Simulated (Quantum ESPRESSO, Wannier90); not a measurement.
# Wannier functions of Ba2ZnN2 (I4/mmm)

Cell from Materials Project (mp-9307), symmetrised, no further relaxation. COD (Crystallography Open Database) has an entry of this formula and space group (matched by these alone). Computed values, not measurements, from LDA: Quantum ESPRESSO (norm-conserving PseudoDojo potentials, cutoff 68 Ry, no spin polarisation, no spin-orbit coupling) on a Γ-centred 4×4×4 mesh, then Wannier90. Density: 8×8×8 mesh, Gaussian smearing 0.01 Ry. Spin-orbit coupling is left out although heavy elements are present.

On the energy scale of pw.x, whose zero is arbitrary, the valence-band maximum lies at 8.57 eV.

Input w.win:

```
num_bands = 6
num_wann = 6
exclude_bands = 1-19,26-56
num_iter = 1000
conv_tol = 1.0e-6
conv_window = 4
write_hr = true
write_u_matrices = true
begin projections
f=-0.4533,0.4775,-0.4465:s
f=0.2728,0.1320,-0.0553:s
f=0.1857,0.0631,0.1360:s
f=0.1295,-0.2489,0.4914:s
f=-0.0027,-0.0162,-0.0934:s
f=0.2224,0.4750,-0.0811:s
end projections
begin unit_cell_cart
ang
    0.0000000000   -4.1967500000    0.0000000000
    4.1967500000    0.0000000000    0.0000000000
   -2.0983750000    2.0983750000    6.4918700000
end unit_cell_cart
begin atoms_frac
Ba  -0.3452800000 -0.3452800000  0.3094400000
Ba   0.3452800000  0.3452800000 -0.3094400000
Zn   0.0000000000  0.0000000000  0.0000000000
N   -0.1407100000 -0.1407100000 -0.2814200000
N    0.1407100000  0.1407100000  0.2814200000
end atoms_frac
mp_grid = 4 4 4
begin kpoints
0.0000000000 0.0000000000 0.0000000000
0.0000000000 0.0000000000 0.2500000000
0.0000000000 0.0000000000 0.5000000000
... (61 more lines: the 4x4x4 mesh through Gamma)
end kpoints
```

Input of pw2wannier90.x that gives the overlap and projection files (equivalent; here they were cut from one run over all bands):

```
&inputpp
  outdir = './out'
  prefix = 'pwscf'
  seedname = 'w'
  write_amn = .true.
  write_mmn = .true.
/
```

Output w.wout (banner and timings cut):

```
                                    ------
                                    SYSTEM
                                    ------

                              Lattice Vectors (Ang)
                    a_1     0.000000  -4.196750   0.000000
                    a_2     4.196750   0.000000   0.000000
                    a_3    -2.098375   2.098375   6.491870

                   Unit Cell Volume:     114.33943  (Ang^3)

                        Reciprocal-Space Vectors (Ang^-1)
                    b_1     0.000000  -1.497155   0.483927
                    b_2     1.497155   0.000000   0.483927
                    b_3    -0.000000   0.000000   0.967854

 *----------------------------------------------------------------------------*
 |   Site       Fractional Coordinate          Cartesian Coordinate (Ang)     |
 +----------------------------------------------------------------------------+
 | ba   1  -0.34528  -0.34528   0.30944   |   -2.09837   2.09837   2.00884    |
 | ba   2   0.34528   0.34528  -0.30944   |    2.09837  -2.09837  -2.00884    |
 | zn   1   0.00000   0.00000   0.00000   |    0.00000   0.00000   0.00000    |
 | n    1  -0.14071  -0.14071  -0.28142   |    0.00000   0.00000  -1.82694    |
 | n    2   0.14071   0.14071   0.28142   |    0.00000   0.00000   1.82694    |
 *----------------------------------------------------------------------------*
                                ------------
                                K-POINT GRID
                                ------------

             Grid size =  4 x  4 x  4      Total points =   64

 *---------------------------------- MAIN ------------------------------------*
 |  Number of Wannier Functions               :                 6             |
 |  Number of Objective Wannier Functions     :                 6             |
 |  Number of input Bloch states              :                 6             |
 |  Output verbosity (1=low, 5=high)          :                 1             |
 |  Timing Level (1=low, 5=high)              :                 1             |
 |  Optimisation (0=memory, 3=speed)          :                 3             |
 |  Length Unit                               :               Ang             |
 |  Post-processing setup (write *.nnkp)      :                 F             |
 |  Using Gamma-only branch of algorithms     :                 F             |
 *----------------------------------------------------------------------------*
 *------------------------------- WANNIERISE ---------------------------------*
 |  Total number of iterations                :              1000             |
 |  Number of CG steps before reset           :                 5             |
 |  Trial step length for line search         :             2.000             |
 |  Convergence tolerence                     :         0.100E-05             |
 |  Convergence window                        :                 4             |
 |  Iterations between writing output         :                 1             |
 |  Iterations between backing up to disk     :               100             |
 |  Write r^2_nm to file                      :                 F             |
 |  Write xyz WF centres to file              :                 F             |
 |  Write on-site energies <0n|H|0n> to file  :                 F             |
 |  Use guiding centre to control phases      :                 F             |
 |  Use phases for initial projections        :                 F             |
 *----------------------------------------------------------------------------*
 *-------------------------------- PLOTTING ----------------------------------*
 |  Plotting Hamiltonian in WF basis          :                 T             |
 *----------------------------------------------------------------------------*

       ... (k-mesh section left out)

 Starting a new Wannier90 calculation ...

 Reading overlaps from w.mmn

 Reading projections from w.amn

 *------------------------------- WANNIERISE ---------------------------------*
 +--------------------------------------------------------------------+<-- CONV
 | Iter  Delta Spread     RMS Gradient      Spread (Ang^2)            |<-- CONV
 +--------------------------------------------------------------------+<-- CONV

 ------------------------------------------------------------------------------
 Initial State
  WF centre and spread    1  (  3.146577,  1.088912, -3.153539 )    11.90940402
  WF centre and spread    2  (  0.019354, -0.266300, -1.005497 )    13.99983688
  WF centre and spread    3  ( -0.010913,  0.044432,  1.527737 )     5.82149548
  WF centre and spread    4  ( -2.082054,  1.065016,  3.531886 )    13.03306085
  WF centre and spread    5  ( -0.130926, -0.005418, -1.637894 )     8.17289918
  WF centre and spread    6  (  2.830589, -0.354152, -1.720660 )    17.77310646
  Sum of centres and spreads (  3.772628,  1.572491, -2.457968 )    70.70980289

      0     0.707E+02     0.0000000000       70.7098028884  <-- CONV
        O_D=     16.4747666 O_OD=     38.9096595 O_TOT=     70.7098029 <-- SPRD
 ------------------------------------------------------------------------------
      1    -0.114E+01    26.8472076674       69.5683926336  <-- CONV
        O_D=     15.3950735 O_OD=     38.8479423 O_TOT=     69.5683926 <-- SPRD
      2    -0.561E+01     7.9420087514       63.9573654348  <-- CONV
        O_D=     10.3331527 O_OD=     38.2988360 O_TOT=     63.9573654 <-- SPRD
      3    -0.717E+01     4.3363752872       56.7834836969  <-- CONV
        O_D=      7.3723657 O_OD=     34.0857413 O_TOT=     56.7834837 <-- SPRD
      4    -0.534E+01     3.7069212439       51.4434198652  <-- CONV
        O_D=      6.7652275 O_OD=     29.3528156 O_TOT=     51.4434199 <-- SPRD
      5    -0.352E+01     4.0907399541       47.9238313379  <-- CONV
        O_D=      5.8103953 O_OD=     26.7880593 O_TOT=     47.9238313 <-- SPRD
       ... (lines left out)
    100    -0.372E-02     1.1248357688       19.2271785438  <-- CONV
        O_D=      0.0366580 O_OD=      3.8651438 O_TOT=     19.2271785 <-- SPRD
       ... (lines left out)
    200    -0.214E-02     1.5930984744       19.2529134309  <-- CONV
        O_D=      0.0289396 O_OD=      3.8985971 O_TOT=     19.2529134 <-- SPRD
       ... (lines left out)
    300    -0.232E+01     5.2362530930       25.0352015930  <-- CONV
        O_D=      5.9384838 O_OD=      3.7713410 O_TOT=     25.0352016 <-- SPRD
       ... (lines left out)
    400    -0.327E-03     0.0320866367       15.6717392484  <-- CONV
        O_D=      0.0232788 O_OD=      0.3230837 O_TOT=     15.6717392 <-- SPRD
       ... (lines left out)
    500    -0.160E-04     0.0043477268       15.6635348535  <-- CONV
        O_D=      0.0249266 O_OD=      0.3132315 O_TOT=     15.6635349 <-- SPRD
       ... (lines left out)
    600    -0.620E-05     0.0026306909       15.6603403864  <-- CONV
        O_D=      0.0252496 O_OD=      0.3097140 O_TOT=     15.6603404 <-- SPRD
       ... (lines left out)
    700    -0.171E-04     0.0073465396       15.6591549568  <-- CONV
        O_D=      0.0252365 O_OD=      0.3085416 O_TOT=     15.6591550 <-- SPRD
       ... (lines left out)
    788    -0.788E-06     0.0009662591       15.6587942584  <-- CONV
        O_D=      0.0252043 O_OD=      0.3082132 O_TOT=     15.6587943 <-- SPRD
    789    -0.885E-06     0.0010154815       15.6587933735  <-- CONV
        O_D=      0.0252042 O_OD=      0.3082124 O_TOT=     15.6587934 <-- SPRD
    790    -0.880E-06     0.0014513677       15.6587924932  <-- CONV
        O_D=      0.0252041 O_OD=      0.3082116 O_TOT=     15.6587925 <-- SPRD
             <<<     Delta < 1.000E-06  over  4 iterations     >>>
             <<< Wannierisation convergence criteria satisfied >>>
 Final State
  WF centre and spread    1  (  2.098331,  2.099910, -4.787969 )     2.54527528
  WF centre and spread    2  (  0.000053, -0.000709, -1.703909 )     2.54532339
  WF centre and spread    3  ( -0.000338, -0.001474,  1.642631 )     2.73895900
  WF centre and spread    4  ( -4.196350,  0.000011,  1.703916 )     2.54522761
  WF centre and spread    5  (  0.000094,  0.000680, -1.642599 )     2.73869503
  WF centre and spread    6  (  4.196594, -0.000012, -1.703913 )     2.54531218
  Sum of centres and spreads (  2.098385,  2.098407, -6.491844 )    15.65879249

         Spreads (Ang^2)       Omega I      =    15.325376773
        ================       Omega D      =     0.025204091
                               Omega OD     =     0.308211629
    Final Spread (Ang^2)       Omega Total  =    15.658792493
```
